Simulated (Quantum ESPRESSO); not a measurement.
```
CdClOH
1.0
    3.71889     0.00000     0.00000
   -1.85944     3.15750     0.00000
    0.00000     0.00000    16.50000
H O Cl Cd
1 1 1 1
Direct
  0.99946   0.99893   0.10522
  0.00066   0.00132   0.04652
  0.33273   0.66547   0.89478
  0.66714   0.33428   0.98497
```

The PBEsol cell relaxed from Materials Project entry mp-644222 was given a uniaxial strain of +2 % along x, the other axes held, and the atoms were relaxed again, with the Coulomb interaction truncated along z.

Task: What does PBEsol (Quantum ESPRESSO, PseudoDojo norm-conserving, 102 Ry, without SOC) give for the electronic structure near the Fermi level?

Result: The PBEsol gap is direct, 2.51 eV at Γ. Spin-orbit splittings are left out.

This is a model layer cut from the bulk structure; whether it is stable on its own was not checked.
